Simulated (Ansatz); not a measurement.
The start is a relaxed BP cell deformed by the Cartesian strain tensor (xx, yy, zz, yz, xz, xy) = (0.014, -0.080, -0.049, 0.079, 0.093, 0.067). Cell shape, volume and atoms are optimised at zero target pressure with PBEsol (plane waves to 420 eV, PAW, scalar-relativistic; Ansatz, a first-principles code). The first steps use a coarse 10×10×10 k-mesh.

Starting cell:
```
CELL_PARAMETERS angstrom
      0.36162     2.25784     2.32791
      2.50306     0.32884     2.36068
      2.44204     2.22959     0.38987
ATOMIC_POSITIONS crystal
  P  0.75000 0.75000 0.75000
  B  0.00000 0.00000 0.00000
```

Q: How large is the pressure on the unrelaxed cell, and of which sign?

A: +44.3 GPa (positive: the cell is compressed).

Q: How much energy is released per atom?

A: 0.78 eV/atom.

Q: How does the volume change?

A: +15.0 %, from 10.04 to 11.54 Å³/atom.

Q: Does it find its way back to the structure it was made from?

A: The parent structure is recovered, F-43m (No. 216).

Q: How do the shortest distances between atoms change?

A: The closest pairs of elements (up to four, under 3.6 Å), start → end: B–P 1.75 → 1.96 Å; P–P 2.74 → 3.20 Å; B–B 2.74 → 3.20 Å.

It ends as:

```cif
data_B4P4
_chemical_formula_sum 'P4 B4'
_space_group_name_H-M_alt 'F-43m'
_space_group_IT_number 216
_space_group_name_Hall 'F -4 2 3'
_cell_length_a 4.52016
_cell_length_b 4.52016
_cell_length_c 4.52016
_cell_angle_alpha 90.000
_cell_angle_beta 90.000
_cell_angle_gamma 90.000
loop_
_atom_site_label
_atom_site_type_symbol
_atom_site_symmetry_multiplicity
_atom_site_Wyckoff_symbol
_atom_site_fract_x
_atom_site_fract_y
_atom_site_fract_z
_atom_site_occupancy
P1 P 4 a 0.00000 0.00000 0.00000 1
B1 B 4 c 0.25000 0.25000 0.25000 1
```
(The calculation used a cell of 2 atoms; values per cell refer to that cell.)

Final values are on a 13×13×13 k-mesh of the relaxed cell. No spin polarisation in the result.
